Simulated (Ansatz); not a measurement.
Computed with DFT PBE, scalar-relativistic, plane waves, PAW in Ansatz. Settings: cutoff 420 eV, Γ-centred meshes spaced at most about 0.3 Å⁻¹, and about 0.25 Å⁻¹ or finer for metals (2π included), Gaussian smearing. No spin polarisation in the final relaxations.

These are static total energies at zero pressure.

Two relaxed structures of SiGe2:

A.

```yaml
crystal:
  lattice:
    - [0.00000, 3.86971, 3.86971]
    - [3.86971, 0.00000, 3.86971]
    - [3.86971, 3.86971, 0.00000]
  atoms:
    - { symbol: Si, position: [0.00000, 0.00000, 0.00000] }
    - { symbol: Si, position: [0.25000, 0.25000, 0.25000] }
    - { symbol: Ge, position: [0.62500, 0.12500, 0.62500] }
    - { symbol: Ge, position: [0.62500, 0.62500, 0.12500] }
    - { symbol: Ge, position: [0.12500, 0.62500, 0.62500] }
    - { symbol: Ge, position: [0.62500, 0.62500, 0.62500] }
```

B.

```yaml
crystal:
  lattice:
    - [-3.22447, 3.22447, 2.62480]
    - [3.22447, -3.22447, 2.62480]
    - [3.22447, 3.22447, -2.62480]
  atoms:
    - { symbol: Si, position: [0.75000, 0.75000, 0.00000] }
    - { symbol: Si, position: [0.25000, 0.25000, 0.00000] }
    - { symbol: Ge, position: [0.14814, 0.35186, 0.50000] }
    - { symbol: Ge, position: [0.35186, 0.85186, 0.20372] }
    - { symbol: Ge, position: [0.85186, 0.64814, 0.50000] }
    - { symbol: Ge, position: [0.64814, 0.14814, 0.79628] }
```

Problem. Which is lower in energy, and by how much?

Solution. B is lower, by 266 meV/atom. A has the cubic Laves (C15) type, space group Fd-3m (No. 227), 19.3 Å³/atom and no gap on its mesh; B has space group I4/mcm (No. 140), 18.2 Å³/atom and no gap. Counting Ge atoms around Si (those within 1.25 times the shortest such distance or 1.15 times the sum of covalent radii; the shortest distance is added where it is long for a bond), A has Si 12 from 3.2 Å and B has Si 8 from 2.8 Å. The denser one is the lower, and pressure would at first widen the difference. Even the lower one lies +0.40 eV/atom against the reference forms of the elements (uncorrected), so neither is stable at this level. In A, Si has 12 Ge at 3.21 Å and 4 Si at 3.35 Å; Ge has 6 Ge at 2.74 Å and 6 Si at 3.21 Å. In B, around Si lie 2 Si at 2.62 Å and 8 Ge at 2.79 Å; around Ge lie 1 Ge at 2.70 Å, 4 Si at 2.79 Å, 6 Ge at 3.22–3.25 Å and 4 Ge at 3.48 Å. Both come from invented guesses. A third cell relaxed alike, in P4/mmm, lies 98 meV/atom below the lower of the two.

Cells relaxed within their symmetry can be saddle points.
